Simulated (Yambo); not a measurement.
Yambo run on Ag2S (space group Cm, No. 8, within 0.06 Å of Cmcm). The wavefunctions are norm-conserving PBEsol (Quantum ESPRESSO, 82 Ry, no spin-orbit coupling) ones on a 4×4×2 mesh (44 occupied bands); a = b = 4.2315 Å, c = 7.4342 Å, α = β = 90.09°, γ = 67.84°.

Yambo input:

```
rim_cut
gw0
dyson
el_el_corr
HF_and_locXC
cohsex
em1s
RandQpts= 1000000
RandGvec= 1 Ry
EXXRLvcs= 82 Ry
VXCRLvcs= 328 Ry
Chimod= "HARTREE"
% BndsRnXs
 17 | 200 |
%
NGsBlkXs= 7 Ry
% LongDrXs
 1.0 | 1.0 | 1.0 |
%
ExtendOut
% QPkrange
 1 | 1 | 44 | 45 |
%
```

k points by index: 1 = Γ.

The o-*.qp file then holds:

```
#    K-point    Band    Eo [eV]    E [eV]    E-Eo [eV]    Vxc [eV]    Vnlxc [eV]    Sc|Eo [eV]    Re(Z)    Im(Z)
#
    1    44    0.000000    -2.125964    -2.125964    -19.67514    -23.39865    1.597551    1.000000    0.000000
    1    45    1.109639    -0.065934    -1.175573    -11.84636    -7.920753    -5.101183    1.000000    0.000000
```
(The two width columns are left out.) Convergence of these settings isn't established.

Geometry of the Materials Project entry, not relaxed at this level.

The structure is a Materials Project entry; no match was found in the copy of COD used, and its stability was not checked.
